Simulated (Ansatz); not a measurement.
Computed with DFT PBE, scalar-relativistic, plane waves, PAW (Ansatz 0.2.0). Settings: cutoff 420 eV, Γ-centred meshes spaced at most about 0.3 Å⁻¹, and about 0.25 Å⁻¹ or finer for metals (2π included), Gaussian smearing. Collinear spin in cells that started with moments and kept them past the coarse steps, no spin elsewhere.

Temperature and zero-point effects are left out. All come from trial cells, and lower structures may exist.

Problem. Order these relaxed structures of La2TaO2 by energy, lowest first, with the energy over the lowest of them.
A.

```
La Ta O
1.0
     4.50536    0.00000    0.00000
     0.00000    4.50536    0.00000
     0.00000    0.00000    6.96238
La Ta O
2 1 2
Direct
  0.50000 0.50000 0.00000
  0.50000 0.50000 0.50000
  0.00000 0.00000 0.00000
  0.00000 0.50000 0.00000
  0.50000 0.00000 0.00000
```

B.

```
La Ta O
1.0
     3.79746    0.00000    0.00000
    -1.89873    3.28869    0.00000
     0.00000    0.00000    7.86927
La Ta O
2 1 2
Direct
  0.66667 0.33333 0.27377
  0.33333 0.66667 0.72623
  0.00000 0.00000 0.00000
  0.33333 0.66667 0.08211
  0.66667 0.33333 0.91789
```

C.

```
La Ta O
1.0
     3.97477    0.00000    0.00000
    -1.98739    3.44225    0.00000
     0.00000    0.00000    8.91960
La Ta O
2 1 2
Direct
  0.33333 0.66667 0.78833
  0.66667 0.33333 0.21167
  0.00000 0.00000 0.50000
  0.00000 0.00000 0.72727
  0.00000 0.00000 0.27273
```

Solution. C (0 meV/atom), B (167 meV/atom), A (864 meV/atom). Forms: C P-3m1, no spin; B P-3m1, no spin; A P4/mmm, moments up to 0.2 μB. Counting O atoms around La and Ta (those within 1.25 times the shortest such distance or 1.15 times the sum of covalent radii, 1.27 where that leaves under three; the shortest distance is added where it exceeds 1.18 times the sum of covalent radii; a slash parts the counts of unlike sites): C has La 3, Ta 2; B has La 4, Ta 6; A has La 4/8 from 4.1 Å, Ta 4.

Spin–orbit coupling, which can matter for Ta, is left out. In P-3m1 at 24.4 Å³/atom, P-3m1 at 19.7 Å³/atom an odd number of electrons in the primitive cell allows no gap without spin; a larger cell or a magnetic state could open one. Another magnetic order may lie lower. Cells relaxed within their symmetry can be saddle points. Some candidate types were left out of the draw beforehand, so a known form may be missing.
